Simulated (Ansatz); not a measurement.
## Data sheet: AlN (DFT)

AlN:
```yaml
crystal:
  lattice:
    - [2.66749, 0.00000, 0.00000]
    - [0.00000, 2.66749, 0.00000]
    - [0.00000, 0.00000, 3.99967]
  atoms:
    - { symbol: Al, position: [0.50000, 0.50000, 0.00000] }
    - { symbol: N, position: [0.00000, 0.00000, 0.00000] }
```

Space group P4/mmm (No. 123); conventional cell a = 2.667 Å, b = 2.667 Å, c = 4.000 Å, α = 90.00°, β = 90.00°, γ = 90.00°.

Method: the program Ansatz at the r²SCAN+D4 level (PAW). Structure relaxed to zero pressure with the same functional. Other levels are named where they apply.

**Cell and energy**

Volume per atom: 14.23 Å³
Density: 2.39 g/cm³
Formation energy from the elements (no fitted shifts): -0.86 eV/atom

**Electronic structure**

- Band gap = 0.76 eV (indirect)
- Valence-band maximum = at M
- Conduction-band minimum = at Γ
- Smallest direct gap on the standard path = 1.91 eV
- Electron effective mass = 0.24, 0.38, 0.38 mₑ (principal values)
- Hole effective mass = 0.99, 0.99, 2.0 mₑ (principal values)
- HSE06 gap on the r²SCAN+D4 cell = 1.40 eV

**Mechanics**

- Bulk modulus (Birch–Murnaghan fit): 20.3 GPa
- Pressure derivative B′: 10.5
- Elastic constants (relaxed ions, GPa): C11 = 656, C12 = 28.5, C13 = -5.0, C33 = 22.6, C44 = -10.1, C66 = 120
- Mechanical stability: unstable (C has a negative eigenvalue)

**Dielectric response**

- Electronic dielectric constant ε∞ (DFPT) = 4.39 (xx = yy), 3.22 (zz)
- Static dielectric constant ε0 (ions relaxed, cell fixed) = 8.28 (xx = yy), 4.21 (zz)
- Born charges (a third of the trace) = Al +2.51, N -2.51 e

**Phonons**

Highest zone-centre frequency (without LO–TO term): 21.37 THz
Zone-centre stability: no imaginary mode at Γ
Dynamical stability on the path: unstable, down to 340i cm⁻¹

**Charges**

Bader charges: Al +2.49, N -2.49 e

The cell is a constructed one: a structure type filled with these elements; neither database checked (COD, Materials Project) lists it. It is not the phase usual at ambient conditions (space group No. 186, 216). The cell was relaxed with r²SCAN+D4 under the symmetry of its start. The references are the lowest solids computed at this level, not always the standard phases (solids in place of the gases).

Potentials: the later of the program's two PAW sets.
